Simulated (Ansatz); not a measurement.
# Mg3CdTe4: a bulk modulus from differences

It was reached by relaxing an invented guess, and it needn't be the stable form of this composition.

Computed with DFT PBE, scalar-relativistic, plane waves, PAW (Ansatz 0.2.0). Cutoff 420 eV, Γ-centred 4×4×4 mesh (8-atom cell), Gaussian smearing of 0.02 eV, no spin polarisation.

```cif
data_structure
_symmetry_space_group_name_H-M 'P-43m'
_symmetry_Int_Tables_number 215
_cell_length_a 6.5360
_cell_length_b 6.5360
_cell_length_c 6.5360
_cell_angle_alpha 90.000
_cell_angle_beta 90.000
_cell_angle_gamma 90.000
_cell_volume 279.21
loop_
_atom_site_label
_atom_site_type_symbol
_atom_site_symmetry_multiplicity
_atom_site_Wyckoff_symbol
_atom_site_fract_x
_atom_site_fract_y
_atom_site_fract_z
_atom_site_occupancy
Mg1 Mg 3 d 0.00000 0.00000 0.50000 1
Cd1 Cd 1 b 0.50000 0.50000 0.50000 1
Te1 Te 4 e 0.75313 0.75313 0.75313 1
```

The cell was set to several volumes, with shape and atoms relaxed at each where symmetry leaves them free. Pressure is positive in compression, and energies count from the lowest row.

```csv
row,V (Å³/atom),P (GPa),ΔE (meV/atom),gap on mesh (eV)
1,30.713,5.74,66.9,2.19
2,31.760,3.94,35.5,2.09
3,32.807,?,?,?
4,33.854,1.10,3.5,1.88
5,34.901,-0.01,0.0,1.78
6,35.948,-0.96,3.2,1.67
7,36.995,-1.76,12.2,1.57
8,38.391,-2.66,31.6,1.45
```

Q: Find B = −V·ΔP/ΔV from rows 4 and 6 and from rows 1 and 2, and from the two its slope B′ and its value B0 at zero pressure.

A: Rows 4 and 6 give −(33.854 + 35.948)/2 × (-0.96 − (1.10))/(35.948 − 33.854) = 34.3 GPa at a mean pressure of 0.07 GPa. Rows 1 and 2 give −(30.713 + 31.760)/2 × (3.94 − (5.74))/(31.760 − 30.713) = 53.7 GPa at a mean pressure of 4.84 GPa. So B′ = (53.7 − 34.3)/(4.84 − (0.07)) = 4.07 and B0 = 34.3 − 4.07 × (0.07) = 34.0 GPa. A third-order Birch–Murnaghan fit to all the energies gives B0 = 34.2 GPa and B′ = 4.3.

Q: Estimate the pressure and energy of row 3.

A: From row 5, V0 = 34.901 × (1 + (-0.01)/34.0) = 34.891 Å³/atom. Murnaghan's form P = (B0/B′)·[(V0/V)^B′ − 1] gives (34.0/4.07) × [(34.891/32.807)^4.07 − 1] = 2.38 GPa; the computed pressure is 2.41 GPa, so the estimate is off by -0.03 GPa. The work of compression from row 4, with the mean of the two pressures, gives ΔE = 3.5 + (2.38 + 1.10)/2 × (33.854 − 32.807)/160.2 × 1000 = 14.9 meV/atom (1 eV/Å³ = 160.2 GPa); the computed value is 14.9 meV/atom.

Q: Fit the gap against pressure through the other rows and estimate it at the computed pressure of row 3.

A: Over the 7 rows the mean pressure is 0.7700 GPa and the mean gap is 1.804 eV. The sums of products of deviations are S_xx = 56.63 and S_xy = 4.907, so the slope is 4.907/56.63 = 0.08665 (r = 0.99, rms misfit 0.04 eV). At 2.41 GPa the line gives 1.804 + (0.08665) × (2.41 − 0.7700) = 1.95 eV. The computed value is 1.99 eV, so the line is off by -0.04 eV, less than the largest miss among the fitted rows (0.06 eV).

Spin–orbit coupling, which can matter for Te, is left out. Kohn–Sham gaps at this level usually fall short of measured ones. The missing spin–orbit coupling can work the other way here. All volumes keep the k mesh of the relaxed cell. Symmetry constrained the relaxation, so the result can be a saddle point.
